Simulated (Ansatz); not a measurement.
Be5Pt:
```xyz
6
Lattice="0.0000 2.9804 2.9804 2.9804 0.0000 2.9804 2.9804 2.9804 0.0000" Properties=species:S:1:pos:R:3 pbc="T T T"
Be     4.4706     4.4706     4.4706
Be     2.2384     3.7224     3.7224
Be     2.2384     2.2384     2.2384
Be     3.7224     3.7224     2.2384
Be     3.7224     2.2384     3.7224
Pt     0.0000     0.0000     0.0000
```

Relaxed with r²SCAN. r²SCAN (plane waves, PAW; program Ansatz) gives a gap of 0.13 eV.

Problem. What gap does HSE06 give on the same cell (Ansatz, PAW)?

Solution. 0.33 eV, 0.20 eV more. The hybrid was solved on a coarser mesh and at special points; the gap given is the minimum over both.

```
k  v1 r²SCAN  c1 r²SCAN  v1 HSE06  c1 HSE06
-  ---------  ---------  --------  --------
Γ      -0.39       2.64         …         …
X      -2.18       0.13     -2.41      0.33
L      -2.01       2.51         …         …
W      -0.63       0.16         …         …
K      -1.83       0.73         …         …
```

Problem. Top valence (v1) and lowest conduction level (c1) in eV from each method's valence maximum (which need not be a listed point): supply the withheld HSE06 values.

Solution. 
- Γ, v1 HSE06: -0.36
- Γ, c1 HSE06: 3.03
- W, v1 HSE06: -0.68
- W, c1 HSE06: 0.40
- K, v1 HSE06: -1.97
- K, c1 HSE06: 1.00
- L, v1 HSE06: -2.09
- L, c1 HSE06: 2.88

Cost on shared cores: the r²SCAN run (SCF on a 8×8×8 mesh, then bands and DOS) very roughly 50 core-seconds, the HSE06 run (SCF on 5×5×5, then a few points) very roughly 2.6 core-minutes; the tasks are unlike.

Space group F-43m. The first step of the workflow began from a Materials Project structure, measured or hypothetical; the Crystallography Open Database copy checked does not list it. With Be and Pt taken as one species the cell has the higher symmetry Fd-3m, so it may be an ordered model of a mixed-site phase. Its standing as an ambient phase is unchecked. The r²SCAN relaxation kept the symmetry of its start; its stability against distortions is not shown here. No spin polarisation was allowed. Spin–orbit coupling is left out wherever it is not named.

Potentials: the later of the program's two PAW sets.
